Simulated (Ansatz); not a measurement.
**Does relaxation matter for the field gradients of GaAs with Sn replacing As?**

Start: a supercell of GaAs (zinc blende type, F-43m) built from an entry of the Crystallography Open Database (COD), with all atoms left at the host's positions.

```cif
data_Ga27SnAs26
_symmetry_space_group_name_H-M 'F-43m'
_symmetry_Int_Tables_number 216
_cell_length_a 16.9611
_cell_length_b 16.9611
_cell_length_c 16.9611
_cell_angle_alpha 90.000
_cell_angle_beta 90.000
_cell_angle_gamma 90.000
loop_
_atom_site_label
_atom_site_type_symbol
_atom_site_symmetry_multiplicity
_atom_site_Wyckoff_symbol
_atom_site_fract_x
_atom_site_fract_y
_atom_site_fract_z
Ga1 Ga 16 e 0.4167 0.0833 0.4167
Ga3 Ga 24 g 0.7500 0.0833 0.7500
Ga5 Ga 48 h 0.7500 0.9167 0.5833
Ga14 Ga 4 d 0.7500 0.7500 0.7500
Ga18 Ga 16 e 0.0833 0.5833 0.9167
Sn Sn 4 a 0.5000 0.0000 0.5000
As29 As 48 h 0.6667 0.0000 0.6667
As32 As 16 e 0.8333 0.8333 0.6667
As36 As 16 e 0.1667 0.6667 0.8333
As42 As 24 f 0.0000 0.6667 0.0000
```

One atom of each set is listed; the run and its k-mesh use a cell of 54 atoms with edges of 11.99, 11.99, 11.99 Å.

The numbers come from a DFT calculation in Ansatz (PBE, plane waves and PAW, scalar-relativistic, 420 eV cutoff, Γ-centred 2×2×2 k-points, Fermi–Dirac smearing 0.01 eV, cell charge -1).

The largest force at the start is 0.79 eV/Å. Relaxing the ions at fixed cell moves them by 0.060 Å at most (atom 2, Ga) and 0.021 Å rms.

```csv
site,moved (Å),first shell before,first shell after,V_zz before (10²¹ V/m²),η before
Ga1,0.060,"1 Sn at 2.45 Å, 3 As at 2.45 Å",3 As at 2.44 Å,-7.02,0.00
Ga3,0.011,4 As at 2.45 Å,4 As at 2.42–2.45 Å,0.74,0.37
Ga5,0.013,4 As at 2.45 Å,4 As at 2.45 Å,0.38,0.86
Ga18,0.003,4 As at 2.45 Å,4 As at 2.45 Å,-0.084,0.00
Sn,0.000,4 Ga at 2.45 Å,4 Ga at 2.51 Å,0.00,–
As29,0.023,4 Ga at 2.45 Å,4 Ga at 2.42–2.45 Å,-3.04,0.27
As32,0.004,4 Ga at 2.45 Å,4 Ga at 2.45 Å,0.60,0.00
As36,0.007,4 Ga at 2.45 Å,4 Ga at 2.45 Å,0.76,0.00
As42,0.005,4 Ga at 2.45 Å,4 Ga at 2.45 Å,0.27,0.56
```

Problem. How do the gradients change?

Solution. 

| site | V_zz after | η after | change of V_zz |
| --- | --- | --- | --- |
| Ga1 | -6.08 | 0.00 | +0.94 |
| Ga3 | 1.39 | 0.50 | +0.65 |
| Ga5 | -0.56 | 0.58 | – |
| Ga18 | -0.12 | 0.00 | -0.04 |
| Sn | 0.00 | – | 0.00 |
| As29 | -3.50 | 0.21 | -0.46 |
| As32 | 0.34 | 0.00 | -0.26 |
| As36 | 0.58 | 0.00 | -0.18 |
| As42 | -0.34 | 0.68 | – |

The largest change of V_zz along a kept axis is on Ga1, from -7.02 to -6.08. In per cent, |V_zz| changes by -13 to +87 on Ga, -44 to +15 on As (all sites that start above 0.5). On Ga5, As42 the largest principal value lies along another axis in the second run, so the two V_zz can't be compared directly. Other sites without a gradient aren't listed.

The defect repeats with the cell of 54 atoms, so it feels its images: sites between two images don't show the values beside a lone defect, and zeros or small values of η there can come from the images' arrangement. A uniform background compensates the cell's charge.
Before: Without spin–orbit coupling (the program notes it for Sn) the gradients can shift somewhat, as the gap is small. With a gap of 0.3 eV on this mesh, small gradients can still move by 0.1 × 10²¹ V/m² or more as the k-mesh gets denser. The neighbours have not yet relaxed around the defect (largest force 0.79 eV/Å), so a real crystal will differ.
After: The relaxation keeps the site symmetry -43m of the start, so the impurity can't leave its site; a start off the site could end lower. With a gap of 0.2 eV on this mesh, small gradients can still move by 0.1 × 10²¹ V/m² or more as the k-mesh gets denser.
